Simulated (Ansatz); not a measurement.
**Equation of state of Cs2InAgCl6 and its gap**

A database entry relaxed whole under r2SCAN (Fm-3m):

```
Cs In Ag Cl
1.0
     0.00000    5.25743    5.25743
     5.25743    0.00000    5.25743
     5.25743    5.25743    0.00000
Cs In Ag Cl
2 1 1 6
Direct
  0.25000 0.25000 0.25000
  0.75000 0.75000 0.75000
  0.00000 0.00000 0.00000
  0.50000 0.50000 0.50000
  0.75854 0.24146 0.24146
  0.24146 0.75854 0.24146
  0.24146 0.75854 0.75854
  0.75854 0.24146 0.75854
  0.24146 0.24146 0.75854
  0.75854 0.75854 0.24146
```

The cell was scaled uniformly, its shape held, and the atoms relaxed at each volume with plane-wave PAW DFT (Ansatz 0.2.0; r2SCAN, 500 eV, 6×6×6 Γ-centred mesh, fermi-dirac occupations of width 0.020 eV; no spin, no spin-orbit coupling). One row is withheld.

```csv
volume (Å³/atom),energy over the lowest (meV/atom),pressure (GPa),gap over mesh and path (eV)
27.320,11.8,2.29,1.523
27.901,5.1,1.44,1.546
28.482,1.3,0.68,1.573
29.064,0.0,0.02,1.597
29.645,?,?,?
30.226,3.8,-1.04,1.670
30.808,8.4,-1.47,1.707
```

**Question.** Fit the pressures of the other rows to the third-order Birch-Murnaghan form.

**Answer.** With f = [(V₀/V)^(2/3) − 1]/2 and P = 3B₀f(1 + 2f)^(5/2)[1 + 3(B₀′ − 4)f/2], least squares gives V₀ = 29.09 Å³ an atom, B₀ = 30.4 GPa and B₀′ = 5.9; the rows miss the fit by less than 0.01 GPa. The slope of the energies differs from these pressures by less than 0.05 GPa.

**Question.** How does the gap move with volume?

**Answer.** A parabola in ln(V/V₀) through the other rows has the slope dE_g/d ln V = +1.6 eV at V₀, so by B₀ the gap moves by -51 meV a GPa: it narrows under pressure.

**Question.** What does the withheld row hold?

**Answer.** The fit gives -0.55 GPa at 29.645 Å³; the run gave -0.54 GPa and 1.0 meV an atom. Its gap is 1.635 eV, against 1.632 eV from the parabola.

Caveats: the shape of the cell was held; 0 K, fixed nuclei; the symmetry was kept, and this need not be the phase that is stable at 0 K; one mesh for all volumes; r2SCAN gaps lie as a rule under measured ones; the slope of the gap can be off by tens of per cent, more where shallow d levels or spin-orbit coupling act on the edges; no spin-orbit coupling, which narrows gaps of heavier elements; pressure is positive in compression.
